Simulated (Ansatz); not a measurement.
YPb$_{3}$:
```cif
data_Pb3Y
_chemical_formula_sum 'Y1 Pb3'
_space_group_name_H-M_alt 'Pm-3m'
_space_group_IT_number 221
_space_group_name_Hall '-P 4 2 3'
_cell_length_a 4.80761
_cell_length_b 4.80761
_cell_length_c 4.80761
_cell_angle_alpha 90.000
_cell_angle_beta 90.000
_cell_angle_gamma 90.000
loop_
_atom_site_label
_atom_site_type_symbol
_atom_site_symmetry_multiplicity
_atom_site_Wyckoff_symbol
_atom_site_fract_x
_atom_site_fract_y
_atom_site_fract_z
_atom_site_occupancy
Y1 Y 1 a 0.00000 0.00000 0.00000 1
Pb1 Pb 3 c 0.00000 0.50000 0.50000 1
```

This is the PBEsol-relaxed structure.

**Question.** All from DFT-PBEsol in the program Ansatz with PAW potentials, unless another level is named. Estimate the formation energy from the elements (no fitted shifts).

**Answer.** -340 meV/atom.

**Question.** Predict the density of states at the Fermi level.

**Answer.** 0.73 states/eV per atom (mean over ±0.08 eV).

**Question.** Give the gap with spin–orbit coupling.

**Answer.** none (metallic).

The workflow started from an entry of the Crystallography Open Database (COD). Whether it is the stable phase at ambient conditions was not checked. The cell was relaxed with PBEsol under the symmetry of its start; of distortions, only those at the zone centre were tested. The run is not spin-polarised. The references are the lowest solids computed at this level, not always the standard phases. Spin–orbit coupling is left out wherever it is not named.

Potentials: the later of the program's two PAW sets.
